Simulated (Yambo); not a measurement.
Li3As (space group P6_3/mmc, No. 194), G0W0@LDA in Yambo with this input:

```
rim_cut
gw0
dyson
el_el_corr
HF_and_locXC
ppa
em1d
RandQpts= 1000000
RandGvec= 1 Ry
EXXRLvcs= 80 Ry
VXCRLvcs= 320 Ry
Chimod= "HARTREE"
% BndsRnXp
 7 | 234 |
%
NGsBlkXp= 8 Ry
% LongDrXp
 1.0 | 1.0 | 1.0 |
%
PPAPntXp= 27.2114 eV
% GbndRnge
 1 | 234 |
%
GTermKind= "BG"
DysSolver= "n"
ExtendOut
```

On a 3×3×2 mesh, with wavefunctions cut at 80 Ry, the gap (Γ → K) is 1.776 eV and the valence edge shifts by -0.919 eV.

**Question.** What happens with this change: wavefunctions cut at 20 Ry?

**Answer.** The gap falls by 0.159 eV, to 1.617 eV; the shift of the valence edge becomes -0.681 eV. Neither run is shown to be the converged limit.

The standard potential for As keeps a d shell in the valence without the s and p states of that shell. In tests on such compounds this moved G0W0 gaps by up to about 0.9 eV, so absolute quasiparticle energies here are unreliable; differences between settings are what counts.

Spin-orbit coupling is not included.

Geometry of the Materials Project entry, not relaxed at this level; primitive cell a = 4.3415 Å, b = 4.3415 Å, c = 7.7456 Å, α = 90.00°, β = 90.00°, γ = 120.00°.

A shift is the quasiparticle energy of the state minus its LDA energy.
